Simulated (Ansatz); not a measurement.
Relaxed SnSe₂ (CdI2 type):

```
SnSe2
1.0
    7.58729     0.00000     0.00000
   -1.89682     3.28539     0.00000
    0.00000     0.00000     5.74380
Sn Se
2 4
Direct
  0.00000   0.00000   0.00000
  0.50000   0.00000   0.00000
  0.16667   0.66667   0.27602
  0.66667   0.66667   0.27602
  0.33333   0.33333   0.72398
  0.83333   0.33333   0.72398
```

Calculation: PBEsol-D3(BJ) (plane waves to 420 eV, PAW, scalar-relativistic; Ansatz, an electronic-structure program). k mesh 4×8×5 (Γ-centred), Fermi-Dirac smearing 0.05 eV. With partly filled bands, energies and forces of such displacements shift with the k mesh and the smearing. At this level the bands of SnSe2 touch or barely overlap; measurements give the solid a gap. SnSe2 was relaxed with its symmetry unable to fall.

One atom of the cell was then moved (with its periodic images), all else fixed, and the forces (eV/Å) came out as:

| atom | Fx | Fy | Fz |
|---|---|---|---|
| Sn1 | 0.821 | 0.403 | -1.079 |
| Sn2 | 0.301 | 0.273 | 0.351 |
| Se3 | 0.421 | 0.277 | 0.055 |
| Se4 | -1.737 | -1.195 | 0.675 |
| Se5 | 0.210 | 0.130 | 0.076 |
| Se6 | -0.016 | 0.113 | -0.079 |

### Question
Which atom was moved, and by which vector (Å)?

### Answer
Se4, by (0.23, 0.23, 0.00), 0.32 Å in all.

(For displaced atoms, the force is minus the slope of the energy, and its curvature is a force constant, which sets phonon frequencies.)
